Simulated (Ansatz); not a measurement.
A geometry of SnSe2 away from equilibrium: the start of the relaxation of a relaxed SnSe2 cell with one Se and one Sn atom exchanged in a cell of 3 atoms. Computed with r2SCAN (plane waves to 500 eV, PAW, scalar-relativistic; Ansatz, a program for electronic structure). Γ-centred k-mesh 7×7×4 on the run's cell (coarser than for final values), Fermi–Dirac smearing 0.05 eV.

```xyz
3
Lattice="3.8405 0.0000 0.0000 -1.9202 3.3260 0.0000 0.0000 0.0000 6.5251" Properties=species:S:1:pos:R:3:forces:R:3 pbc="T T T" free_energy=-16993.432 pressure_GPa=3.7
Se     0.0000     0.0000     0.0000    0.0000    0.0000    0.9205
Sn     0.0000     2.2173     1.5741    0.0000    0.0000    1.2000
Se     1.9202     1.1087     4.9511    0.0000    0.0000   -2.1204
```

Positions in Å, forces in eV/Å, free energy of the cell in eV (comparable only within this code, potentials and settings). Largest force: 2.12 eV/Å, on Se3 (atoms numbered as listed); the geometry lies 0.91 eV/atom above the end of its relaxation.

No spin polarisation in the result. Without a van der Waals term the distances between weakly bound units are poorly fixed.

The run could not lose the symmetry of its start.
